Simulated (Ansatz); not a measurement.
CsCdCl3 (cubic perovskite)

```
CsCdCl3
1.0
    5.25786     0.00000     0.00000
    0.00000     5.25786     0.00000
    0.00000     0.00000     5.25786
Cs Cd Cl
1 1 3
Direct
  0.00000   0.00000   0.00000
  0.50000   0.50000   0.50000
  0.00000   0.50000   0.50000
  0.50000   0.00000   0.50000
  0.50000   0.50000   0.00000
```

The slice is a {110} plane (indices of the conventional cell) through the point (0.500, 0.500, 0.500) (fractional), spanned by u = [100] and v = [011] in vectors of this cell: u (5.26 Å) and v (7.44 Å, at 90° to u). It covers one period; positions are fractions (u, v).

All values below come from r2SCAN (plane waves to 500 eV, PAW, scalar-relativistic; Ansatz, an electronic-structure program). k mesh 6×6×6. Near the nuclei the fields are pseudised (PAW); where an atom keeps semicore shells as valence, they peak there. CsCdCl3 was relaxed with its symmetry unable to fall.

Predict the map of the valence electron density on the slice.


```
|@%#++*###*++#%|
|##+=++*#*++=+#|
|++====+++====+|
|==----===----=|
|----:-----:---|
|-----=====----|
|----=++*++=---|
|:::-+*****+-::|
|::-=+*****+=-:|
|.:-=*** ***=-:|
|::-=+*****+=-:|
|:::-+*****+-::|
|----=++*++=---|
|-----=====----|
|----:-----:---|
|==----===----=|
|++====+++====+|
|##+=++*#*++=+#|
|@%#++*###*++#%|
|@@#++*# #*++#@|
```
Scale: ten equal steps from -3.00 (start of ' ') to 1.42 (end of '@'), in the order ' .:-=+*#%@'. Values: log₁₀ of the valence density in e/Å³. The map has 14 points along u (one character each, u = 0 at the left) and 20 along v (v = 0 in the bottom row). The scale is logarithmic, as a density can span decades between atoms and voids; values under 0.001 e/Å³ are set to 0.001.
